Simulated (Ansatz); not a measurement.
SnTe: strain and displacement

```yaml
crystal:
  lattice:
    - [0.00000, 3.15650, 3.15650]
    - [3.15650, 0.00000, 3.15650]
    - [3.15650, 3.15650, 0.00000]
  atoms:
    - { symbol: Sn, position: [0.00000, 0.00000, 0.00000] }
    - { symbol: Te, position: [0.50000, 0.50000, 0.50000] }
```

Atom numbers follow the list: Sn1, Te2.

The cell is COD entry 9008726, as deposited and not checked against the literature; nothing was relaxed.

Spin–orbit coupling is left out, though it moves levels of the heavy atoms by tenths of an eV or more.

Level of theory: DFT, LDA, all-electron LAPW, scalar-relativistic (Ansatz 0.2.0).

The runs use a Γ-centred 11×11×11 k mesh, Fermi–Dirac smearing of 0.08 eV, basis error target 0.25 meV/atom, no spin polarisation.

The unchanged cell is at -1.71 GPa.

x, y and z are the Cartesian axes of the cell as listed; fractional coordinates follow a strain, and an engineering shear is twice the off-diagonal strain component.

(1) One change gave: energy change +2 meV/atom; stress change (xx, yy, zz, yz, xz, xy) 0.00, 0.00, 0.00, 0.34, 0.34, 0.34 GPa, compression positive. Which change was it?
A. equal xy, yz and zx engineering shear strains of +1 %
B. equal xy, yz and zx engineering shear strains of +2 %
C. equal xy, yz and zx engineering shear strains of -3 %
D. equal xy, yz and zx engineering shear strains of +3 %
E. equal xy, yz and zx engineering shear strains of -1 %
F. equal xy, yz and zx engineering shear strains of -2 %

Answers

(1) F. For equal xy, yz and zx engineering shear strains of +1 %: energy change under 1 meV/atom; stress change (xx, yy, zz, yz, xz, xy) 0.00, 0.00, 0.00, -0.17, -0.17, -0.17 GPa, compression positive. For equal xy, yz and zx engineering shear strains of +3 %: energy change +4 meV/atom; stress change (xx, yy, zz, yz, xz, xy) -0.01, -0.01, -0.01, -0.51, -0.51, -0.51 GPa, compression positive. For equal xy, yz and zx engineering shear strains of -3 %: energy change +4 meV/atom; stress change (xx, yy, zz, yz, xz, xy) 0.00, 0.00, 0.00, 0.49, 0.49, 0.49 GPa, compression positive. For equal xy, yz and zx engineering shear strains of -1 %: energy change under 1 meV/atom; stress change (xx, yy, zz, yz, xz, xy) 0.00, 0.00, 0.00, 0.17, 0.17, 0.17 GPa, compression positive. For equal xy, yz and zx engineering shear strains of +2 %: energy change +2 meV/atom; stress change (xx, yy, zz, yz, xz, xy) 0.00, 0.00, 0.00, -0.35, -0.35, -0.35 GPa, compression positive.
